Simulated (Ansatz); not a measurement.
## Structure optimisation: selenium, simple cubic

Method: DFT, r2SCAN, plane waves (500 eV) with PAW, scalar-relativistic (Ansatz). The PAW files were generated under PBE, with cores re-solved for the functional.

k-point mesh 11×11×11, Fermi-Dirac smearing 0.1 eV, no spin polarisation. Cell and atoms relax.

Starting structure:

```yaml
crystal:
  lattice:
    - [2.8664900032, 0.0, 0.0]
    - [0.0, 2.8664900032, 0.0]
    - [0.0, 0.0, 2.8664900032]
  atoms:
    - { symbol: Se, position: [0.0, 0.0, 0.0] }
hamiltonian:
  xc: r2scan
  pseudopotentials:
    kind: paw
    azcp:
      Se: "pseudopotentials/Se.paw.azcp"
basis:
  ecutwfc: 500
  fft_grid_basis: typed
kpoints:
  mp_grid: { grid: [11, 11, 11], shift: [0, 0, 0] }
magnetization:
  spin_polarized: false
scf:
  occupations: { method: fermi_dirac, width: 0.1 }
relax:
  max_steps: 60
  f_tol: 0.01
  cell: {}
```

Task: The pressure at the start is -3.7 GPa. By how much does the volume change?

Result: From 23.55 to 22.29 Å³ per atom, -5.4 %. The final cell has a = 2.814 Å.

Task: How much energy does the relaxation gain?

Result: 15.6 meV per atom.

Path of the relaxation (the plane waves are chosen anew near the end, which can shift the energy a little):

| step | E − E(final) (meV/atom) | V (Å³/atom) | P (GPa) | max force (eV/Å) |
| --- | --- | --- | --- | --- |
| 0 | 15.61 | 23.553 | -3.74 | 0.000 |
| 1 | 7.15 | 21.494 | 3.02 | 0.000 |
| 2 | 0.04 | 22.366 | -0.28 | 0.000 |
| 3 | -0.03 | 22.290 | -0.02 | 0.000 |
| 4 | 0.00 | 22.290 | -0.02 | 0.000 |
